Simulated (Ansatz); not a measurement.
A generated cell, in the space group of a known form (sites not compared), of GaS: P6₃/mmc (No. 194), hP4; a = 4.3694 Å, b = 4.3694 Å, c = 5.0713 Å, α = 90.00°, β = 90.00°, γ = 120.00°; Ga 2d (0.667, 0.333, 0.250); S 2c (0.333, 0.667, 0.250). The numbers are results of PBEsol (plane waves to 420 eV, PAW, scalar-relativistic; Ansatz, a first-principles code), not measurements. Element references, the lowest calculated here: S (Fddd), Ga (Cmce).

Q: What formation energy of this P6₃/mmc form of GaS from the elements does PBEsol give?

A: -0.36 eV/atom.

Q: How does this cell stand against the other phases calculated?

A: It lies 0.21 eV/atom above their hull: GaS → 0.33 Ga + 0.33 Ga2S3 (Ga2S3 Cc, Ga Cmce) releases that much. A lower structure of this composition may exist.

This is the hull of the energies calculated here, no anion corrections; phases that were not calculated are missing from it. Values are rounded to 0.01 eV/atom. Not shown to be the ambient phase of their composition (a lower form may be missing, and a cell relaxed within its start's symmetry can be a saddle point): GaS (P6₃/mmc). The compounds carry no spin polarisation.
